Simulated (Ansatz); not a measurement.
Method: Ansatz, DFT PBE, scalar-relativistic, plane waves, PAW, and for the lanthanide a 4f-in-core norm-conserving potential. Settings: cutoff 660 eV, Γ-centred meshes spaced at most about 0.3 Å⁻¹, and about 0.25 Å⁻¹ or finer for metals (2π included), Gaussian smearing. No spin polarisation in the final relaxations.

Temperature and zero-point effects are left out.

Compare these two cells of NdAs3Pb2, each relaxed at this level.

A.

Space group P6/mmm (No. 191). a = 5.523 Å, b = 5.523 Å, c = 6.109 Å, α = 90.00°, β = 90.00°, γ = 120.00°
| atom | site | symmetry | x | y | z |
| --- | --- | --- | --- | --- | --- |
| Nd | 1a | 6/mmm | 0.0000 | 0.0000 | 0.0000 |
| As | 2c | -6m2 | 0.3333 | 0.6667 | 0.0000 |
| As | 1b | 6/mmm | 0.0000 | 0.0000 | 0.5000 |
| Pb | 2d | -6m2 | 0.3333 | 0.6667 | 0.5000 |

B.

Space group P6/mmm (No. 191). a = 5.865 Å, b = 5.865 Å, c = 5.454 Å, α = 90.00°, β = 90.00°, γ = 120.00°
| atom | site | symmetry | x | y | z |
| --- | --- | --- | --- | --- | --- |
| Nd | 1a | 6/mmm | 0.0000 | 0.0000 | 0.0000 |
| As | 3g | mmm | 0.5000 | 0.0000 | 0.5000 |
| Pb | 2c | -6m2 | 0.3333 | 0.6667 | 0.0000 |

Question: Which is lower in energy, and by how much?

Answer: A is lower, by 0.34 eV/atom. A has space group P6/mmm (No. 191), 26.9 Å³/atom and no gap on its mesh; B has space group P6/mmm (No. 191), 27.1 Å³/atom and no gap. Counting As atoms around Nd and Pb (those within 1.25 times the shortest such distance or 1.15 times the sum of covalent radii, 1.27 where that leaves under three; the shortest distance is added where it exceeds 1.18 times the sum of covalent radii), A has Nd 8, Pb 5 and B has Nd 12 from 4.0 Å, Pb 6 from 3.2 Å. In A, Nd has 8 As at 3.05–3.19 Å; around As on a site of symmetry -6m2 lie 2 Pb at 3.05 Å, 3 As at 3.19 Å and 3 Nd at 3.19 Å; Pb is surrounded by 5 As at 3.05–3.19 Å and 3 Pb at 3.19 Å; 1 more site not described. In B, Nd has 6 Pb at 3.39 Å; As has 4 As at 2.93 Å and 4 Pb at 3.21 Å; Pb is surrounded by 6 As at 3.21 Å, 3 Nd at 3.39 Å and 3 Pb at 3.39 Å. Both come from invented guesses.

Spin–orbit coupling, which can matter for Pb, is left out. Cells relaxed within their symmetry can be saddle points.

The lanthanide is trivalent by construction, without f bands, f moments or other valences.
